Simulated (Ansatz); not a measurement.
Ga₄Sb₃N, ordered on the wurtzite lattice (Cm) with 8 atoms a cell, relaxed with r2SCAN. The symmetry is Cm (No. 8, monoclinic); conventional cell a = 15.041 Å, b = 4.061 Å, c = 6.934 Å, β = 116.3°, 23.73 Å³ an atom. Around N lie 4 Ga at 1.98–2.26 Å; around Sb lie 4 Ga at 2.56–2.75 Å; around Ga lie 1 N at 1.98 Å and 3 Sb at 2.64–2.75 Å; around Ga lie 1 N at 2.00 Å and 3 Sb at 2.63–2.75 Å; around Sb lie 4 Ga at 2.54–2.77 Å; around Ga lie 4 Sb at 2.54–2.56 Å; around Ga lie 2 N at 2.26 Å and 2 Sb at 2.71–2.77 Å.

```cif
data_structure
_symmetry_space_group_name_H-M 'Cm'
_symmetry_Int_Tables_number 8
_cell_length_a 15.0408
_cell_length_b 4.0614
_cell_length_c 6.9335
_cell_angle_alpha 90.000
_cell_angle_beta 116.287
_cell_angle_gamma 90.000
_cell_volume 379.74
loop_
_atom_site_label
_atom_site_type_symbol
_atom_site_symmetry_multiplicity
_atom_site_Wyckoff_symbol
_atom_site_fract_x
_atom_site_fract_y
_atom_site_fract_z
_atom_site_occupancy
N1 N 2 a 0.99760 0.00000 0.64698 1
Sb1 Sb 2 a 0.75812 0.50000 0.59242 1
Ga1 Ga 2 a 0.85066 0.00000 0.51725 1
Ga2 Ga 2 a 0.55559 0.50000 0.43785 1
Sb2 Sb 2 a 0.50342 0.00000 0.16837 1
Sb3 Sb 2 a 0.73309 0.00000 0.08093 1
Ga3 Ga 2 a 0.81482 0.50000 0.99949 1
Ga4 Ga 2 a 0.53670 0.00000 0.80672 1
```

The questions ask for values computed with Ansatz on this geometry. (Calculated; non-magnetic; the phase may be known or hypothetical.)

Given (6×6×4 mesh): With PBE the bands overlap by 0.67 eV (counted from 1, band 51 peaks at Γ and band 52 bottoms out at M₂): no gap.

Problem. How does the gap change from PBE to PBE+SOC (6×6×4)?

Solution. With PBE+SOC the bands overlap by 0.49 eV (counted from 1, band 102 peaks at Γ and band 103 bottoms out at k = (1/3, 1/3, 1/4)): no gap.

Problem. What does r2SCAN give for the gap (6×6×4 mesh)?

Solution. r2SCAN gives no gap: the lowest nominally empty band dips 0.68 eV below the top of the last filled one (its bottom at M₂, the top at Γ), so the cell is a metal or semimetal at this level.

Problem. What do these levels agree on?

Solution. No level opens a gap, but no hybrid is among them, and semilocal functionals can close a real gap.

Only the levels marked +SOC include spin-orbit coupling.

Coordinates of k points refer to the reciprocal vectors of the primitive cell of the runs.
